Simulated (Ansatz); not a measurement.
## Two states of YbBi2ClO4

```
CELL_PARAMETERS angstrom
3.82106 0.00000 0.00000
0.00000 3.82106 0.00000
0.00000 0.00000 8.84203
ATOMIC_POSITIONS crystal
Cl 0.00000 0.00000 0.50000
Bi 0.50000 0.50000 0.71940
Bi 0.50000 0.50000 0.28060
O 0.50000 0.00000 0.84700
O 0.00000 0.50000 0.84700
O 0.50000 0.00000 0.15300
O 0.00000 0.50000 0.15300
Yb 0.00000 0.00000 0.00000
```

Method: r2SCAN; PAW, plane waves to 500 eV, 6×6×3 Γ-centred mesh, cold occupations (width 0.0326 eV) (Ansatz 0.2.0), atoms fixed.

State A: Yb8 up (collinear spin). State B: no moments (no spin polarisation).

Q: Compare the two self-consistent states.

A: State A is lower by 80.9 meV an atom at zero smearing.

```tsv
state	free energy (meV/atom)	largest moment in a small sphere (μB)	net moment (μB/cell)	gap on mesh (eV)	pressure (GPa)	largest force (eV/Å)
A	0.0	0.91	1.00	0.80	1.0	0.22
B	80.9	0.00	0.00	metal	1.5	0.21
```

Origin: a database entry at a rescaled volume. Caveats: no spin-orbit coupling, which can shift this gap by tenths of an eV; f shells without a U or exact exchange are poorly placed; odd electron count without spin polarisation, so a magnetic state may lie lower.
